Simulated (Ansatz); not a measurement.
Relaxed Zn (hcp, Mg type):

```yaml
crystal:
  lattice:
    - [2.64679, 0.00000, 0.00000]
    - [-1.32339, 2.29218, 0.00000]
    - [0.00000, 0.00000, 4.67938]
  atoms:
    - { symbol: Zn, position: [0.33333, 0.66667, 0.75000] }
    - { symbol: Zn, position: [0.66667, 0.33333, 0.25000] }
```

In each cell atom 1 (Zn, nearest neighbour Zn at 2.647 Å; its periodic images, 2.6 Å or more away, move with it) moves by s·(1.000, 0.000, 0.000) (along Cartesian x), the rest being held.

Level of theory: r2SCAN (plane waves to 500 eV, PAW, scalar-relativistic; Ansatz, a quantum-chemistry and plane-wave program). k mesh 16×16×8 (Γ-centred), Fermi-Dirac smearing 0.05 eV. With partly filled bands, energies and forces of such displacements shift with the k mesh and the smearing. F∥ is the force on the atom along that direction. On this mesh the relaxed cell isn't quite at rest: it carries a pressure of 0.2 GPa (compression positive) at the zero of the scan. Zn was relaxed with its symmetry unable to fall. 

```tsv
s (Å)	F∥ (eV/Å)
-0.530	0.341
-0.424	0.299
-0.318	0.241
-0.212	0.169
-0.106	0.088
0.000	0.000
0.106	-0.088
0.212	-0.169
0.318	-0.241
0.424	-0.299
0.530	-0.341
```

Task: What is the force constant k = d²E/ds² of this move at s = 0?

Result: 0.84 eV/Å². The forces along the line at the two nearest points give (0.088 − (-0.088)) / (2·0.106) = 0.83 eV/Å²; the next pair corrects for the finite step.

(For displaced atoms, the force is minus the slope of the energy, and its curvature is a force constant, which sets phonon frequencies.)
